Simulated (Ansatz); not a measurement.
Relaxed-ion elastic tensor of TiO2 in space group Pbca (No. 61; Ti on 8c, O on 8c, O on 8c) in GPa (Voigt order), PBEsol (plane waves, PAW; program Ansatz); density 4.16 g/cm³, 10.64 Å³ per atom.

```json
[
 {"": "1", "1": "304", "2": "174", "3": "152", "4": "0.0", "5": "0.0", "6": "0.0"},
 {"": "2", "1": "174", "2": "302", "3": "166", "4": "0.0", "5": "0.0", "6": "0.0"},
 {"": "3", "1": "152", "2": "166", "3": "316", "4": "0.0", "5": "0.0", "6": "0.0"},
 {"": "4", "1": "0.0", "2": "0.0", "3": "0.0", "4": "85.9", "5": "0.0", "6": "0.0"},
 {"": "5", "1": "0.0", "2": "0.0", "3": "0.0", "4": "0.0", "5": "104", "6": "0.0"},
 {"": "6", "1": "0.0", "2": "0.0", "3": "0.0", "4": "0.0", "5": "0.0", "6": "99.7"}
]
```

### Question
Is the crystal mechanically stable?

### Answer
Yes: the smallest eigenvalue of C is 85.9 GPa.

### Question
Work out the Voigt, Reuss and Hill averages.

### Answer
K_V = 212, K_R = 212, K_H = 212; G_V = 86.7, G_R = 84.0, G_H = 85.3 GPa.

### Question
Give Young's modulus, Poisson's ratio, Pugh's ratio and the universal anisotropy index.

### Answer
E = 9KG/(3K + G) = 226 GPa; ν = 0.32; K/G = 2.48 (ductile by the Pugh limit of 1.75); A_U = 5G_V/G_R + K_V/K_R − 6 = 0.16.

### Question
Estimate the sound speeds and the Debye temperature.

### Answer
v_l = √((K + 4G/3)/ρ) = 8850 m/s, v_t = √(G/ρ) = 4530 m/s, mean 5080 m/s; Θ = (h/k)(3n/4πV)^(1/3) v_m = 687 K.

### Question
How much does each axis shrink under pressure?

### Answer
Linear compressibilities β_i = Σ_j S_ij (j = 1 to 3): x 1.6, y 1.5, z 1.6 per TPa.

The cell was relaxed with PBEsol under the symmetry of its start. No spin polarisation was allowed.

Potentials: the later of the program's two PAW sets.
